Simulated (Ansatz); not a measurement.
GaCuSe$_{2}$ (chalcopyrite)

```
GaCuSe2
1.0
   -2.83594     2.83594     5.63126
    2.83594    -2.83594     5.63126
    2.83594     2.83594    -5.63126
Cu Ga Se
2 2 4
Cartesian
  0.00000   2.83594   2.81563
  0.00000   0.00000   0.00000
  2.83594   0.00000   2.81563
  0.00000   0.00000   5.63126
  1.41797   1.38281  -1.40782
  1.41797   1.45313   4.22345
  1.45313  -1.41797   7.03908
  1.38281   4.25392   1.40782
```

The slice is a (001) plane (indices of the conventional cell) through the point (0.750, 0.250, 0.500) (fractional), spanned by u = [101] and v = [011] in vectors of this cell: u (5.67 Å) and v (5.67 Å, at 90° to u). It covers one period; positions are fractions (u, v).

Level of theory: PBE (plane waves to 420 eV, PAW, scalar-relativistic; Ansatz, a first-principles code). k mesh 8×8×8. Inside the PAW spheres the values are not all-electron values, and peaks at nuclei hang on which shells count as valence. At this level the bands of GaCuSe2 touch or barely overlap; measurements give the solid a gap. GaCuSe2 is run without spin polarisation. GaCuSe2 was relaxed with its symmetry unable to fall.

Three fields on this plane, each scaled to ten steps between its own extremes (0 low, 9 high; the total valence density on a logarithmic scale, the potential cut 8 eV below its top; x marks points blanked near nuclei; v = 0 in the bottom row):

Map A
```
|xxxxx9765432100012345679xxxx|
|xxxxx9765432211112345679xxxx|
|xxxx987665432222234566789xxx|
|xxx99877655433233455677899xx|
|9998887776554434455677778899|
|7777777777665555566677777777|
|6666777777766666667777777666|
|5556677777777777777777776655|
|4445567778889999988877765544|
|233455677899xxxxx99877655433|
|22234566789xxxxxxx9876654322|
|1112345679xxxxxxxxx976543221|
|0012345679xxxxxxxxx976543210|
|0012235679xxxxxxxxx976532210|
|0012345679xxxxxxxxx976543210|
|1122345679xxxxxxxxx976543211|
|22234566789xxxxxxx9876654322|
|333455677899xxxxx99877655433|
|4445567778889999988877765544|
|5556677777777777777777776655|
|6666777777766666667777777666|
|7777777777665555566777777777|
|9998877776554434455677788899|
|xxx99877655433233455677899xx|
|xxxx987665432222234566789xxx|
|xxxxx9765432111122345679xxxx|
|xxxxx9765432100012345679xxxx|
|xxxxx9765432100012245679xxxx|
```

Map B
```
|xxxxx2222100000000012222xxxx|
|xxxxx2333210000000123332xxxx|
|xxxx234554310000012344432xxx|
|xxx23467764210001135666432xx|
|2223468887542111134678764322|
|2234679998753222245789986432|
|2234689999764333456899987532|
|2234678999865444567899987532|
|1123567888754444457899876421|
|001234567754xxxxx45787754310|
|00011345654xxxxxxx4566542100|
|0000112454xxxxxxxxx454321000|
|0000012344xxxxxxxxx443210000|
|0000012344xxxxxxxxx443210000|
|0000012344xxxxxxxxx443210000|
|0000123454xxxxxxxxx454211000|
|00012456654xxxxxxx4565431100|
|001345778754xxxxx45776543210|
|1124678998754444457888765321|
|2235789998765444568999876432|
|2235789998654333467999986432|
|2234689987542222357899976432|
|2223467876431111245788864322|
|xxx23466653110001246776432xx|
|xxxx234443210000013455432xxx|
|xxxxx2333210000000123332xxxx|
|xxxxx2222100000000012222xxxx|
|xxxxx2222100000000012222xxxx|
```

Map C
```
|xxxxx2689999999999999862xxxx|
|xxxxx3689999999999998863xxxx|
|xxxx157889999999999888751xxx|
|xxx14678889999999888877641xx|
|1235677788888888888777776532|
|6667777777788777777777777766|
|8888777777776666666667778888|
|9988877666654333455667788899|
|9998877665420000024567788999|
|999988765410xxxxx01467789999|
|99998876520xxxxxxx0257889999|
|9999987640xxxxxxxxx046889999|
|9999987630xxxxxxxxx036789999|
|9999987630xxxxxxxxx036789999|
|9999987630xxxxxxxxx036789999|
|9999988640xxxxxxxxx046789999|
|99999887520xxxxxxx0256788999|
|999998776410xxxxx01456788999|
|9999887765420000024566778899|
|9998887766554333456666778889|
|8888877766666666677777777888|
|6667777777777777887777777766|
|1235677777888888888887776532|
|xxx14677888899999998887641xx|
|xxxx157888999999999988751xxx|
|xxxxx3688999999999999863xxxx|
|xxxxx2689999999999999862xxxx|
|xxxxx1689999999999999861xxxx|
```

Q: Assign the maps to these fields: electron localisation function (ELF); valence electron density; electrostatic potential energy of an electron, from the cell's mean.

A: A is the valence electron density; B is the electron localisation function (ELF); C is the electrostatic potential energy of an electron, from the cell's mean.
